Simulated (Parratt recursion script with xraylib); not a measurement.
**X-ray reflectivity of Y on Si: from fringes to thickness**

| layer, from the top | thickness (Å) | density (g/cm³) | rms roughness of its top face (Å) | δ (10⁻⁶) | β (10⁻⁶) |
|---|---|---|---|---|---|
| Y | ? | 3.934 | 6.5 | ? | ? |
| Si (substrate) | – | 2.313 | 1.7 | 7.525 | 0.1803 |

The refractive index is n = 1 − δ + iβ. Vacuum lies above.

Densities are inputs, not measurements. They were set from computed cells of the Materials Project: Y from entry mp-112 (P6₃/mmc, 4.371 g/cm³, taken at 90 %); Si from entry mp-149 (Fd-3m, 2.313 g/cm³). A layer's crystal structure does not enter its constants, only its composition and density.

Simulated, not measured: specular X-ray reflectivity, Parratt recursion, Névot-Croce roughness, xraylib tables (Parratt recursion script with xraylib 4.3.0).

Photon energy 8.048 keV (λ = 1.5406 Å), s polarisation. The grazing angle θ is scanned from 0.05° to 3° in 900 evenly spaced points, and the curve is smoothed with a Gaussian of 0.004° full width. A minimum is a scan point below both neighbours, placed by a parabola through ln R at the three points.

All minima between 0.35 and 1.85°: θ = 0.403, 0.521, 0.651, 0.787, 0.926, 1.067, 1.210, 1.353, 1.497, 1.642, 1.787°.

Find the film thickness d and the film's δ from the minima.

sin²θ of the minima, in units of 10⁻⁶: 49.5, 82.7, 129.1, 188.7, 261.2, 346.8, 445.9, 557.5, 682.5, 821.1, 972.4. For consecutive orders m, sin²θ = 2δ + (mλ/2d)², a straight line in m². The order of the first listed minimum is unknown, so try several:

```
first m  slope (10⁻⁶)  intercept (10⁻⁶)  rms residual (10⁻⁶)
-------  ------------  ----------------  -------------------
1               7.632              61.4                 9.70
1.5             7.075              42.8                 4.63
2               6.590              23.7                 0.28
2.5             6.166               4.0                 3.57
3               5.791             −16.0                 6.92
```

The residual is least for first m = 2. Its slope gives d = λ/(2 slope^½) = 300.1 Å and its intercept δ = 11.9 × 10⁻⁶.

The run used d = 300 Å and δ = 10.99 × 10⁻⁶ (β = 0.5969 × 10⁻⁶), so the fit misses d by 0.1 Å and δ by 8 %. The spacing of the first two listed minima alone, with δ left out, gives λ/(2Δθ) = 374.0 Å, 24.7 % too high.
